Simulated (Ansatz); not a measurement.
**TiPd: from a starting cell to a relaxed one**

The start is a generated trial cell of TiPd in the AFLOW prototype AB_tI8_141_a_b ("40", as in NbP). The structure is fully relaxed (lattice and positions, P = 0) with PBEsol (plane waves to 420 eV, PAW, scalar-relativistic; Ansatz, a quantum-chemistry and plane-wave program). The first steps use a coarse 14×14×14 k-mesh.

The start:
```
TiPd
1.0
   -1.65333     1.65333     5.65863
    1.65333    -1.65333     5.65863
    1.65333     1.65333    -5.65863
Ti Pd
2 2
Cartesian
  0.00000   1.65333   2.82932
  0.00000   0.00000   0.00000
  0.00000   0.00000   5.65863
  1.65333   0.00000   2.82932
```

Question: How large is the pressure on the unrelaxed cell, and of which sign?

Answer: +22.1 GPa (positive: the cell is compressed).

Question: How do the shortest distances between atoms change?

Answer: The closest pairs of elements (up to four, under 3.6 Å), start → end: Pd–Ti 2.34 → 2.72 Å; Pd–Pd 3.28 → 2.80 Å; Ti–Ti 3.28 → 2.80 Å.

Question: What band gap does the relaxed structure have at this level?

Answer: Zero (metallic).

The space group stays I4₁/amd (No. 141) (the run could not lower it), with 4 atoms in the primitive cell. Final values are on a 17×17×17 k-mesh of the relaxed cell. No spin polarisation in the result.

The run could not lose the symmetry of its start; a randomly shaken copy of 8 atoms returns to this structure.

All atoms sit on sites fixed by symmetry, so only the cell could relax.

The relaxed structure here is a generated cell of TiPd: the first start was made by placing the elements on the sites of a structure type, and the end was not matched to a known phase here, so it may be hypothetical.
